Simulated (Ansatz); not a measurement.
**TlAu: from a first guess to the relaxed L10 type**

First guess:

```yaml
crystal:
  lattice:
    - [3.25951, 0.00000, 0.00000]
    - [0.00000, 3.25951, 0.00000]
    - [0.00000, 0.00000, 4.43293]
  atoms:
    - { symbol: Au, position: [0.00000, 0.00000, 0.00000] }
    - { symbol: Tl, position: [0.50000, 0.50000, 0.50000] }
```

Method: Ansatz 0.2.0, DFT, PBEsol, PAW with Ansatz's default frozen-core files, scalar-relativistic.

Cell and atoms relax within the symmetry of the start on a 10×10×8 k mesh with 0.05 eV Fermi–Dirac smearing.

The start is built from a prototype, known or not as a phase of this compound; the cutoff is 420 eV.

No spin–orbit coupling, which matters for the heavy atoms here.

(1) What is the pressure of the first guess?

(2) What does it relax to?

(3) How much energy does the relaxation release?

Results:

(1) -3.87 GPa.

(2) a = 3.461 Å, b = 3.461 Å, c = 3.678 Å, α = 90.00°, β = 90.00°, γ = 90.00° (conventional cell), 22.03 Å³ per atom:
```
CELL_PARAMETERS angstrom
3.46108 0.00000 0.00000
0.00000 3.46108 0.00000
0.00000 0.00000 3.67826
ATOMIC_POSITIONS crystal
Au 0.00000 0.00000 0.00000
Tl 0.50000 0.50000 0.50000
```

(3) 60 meV/atom.
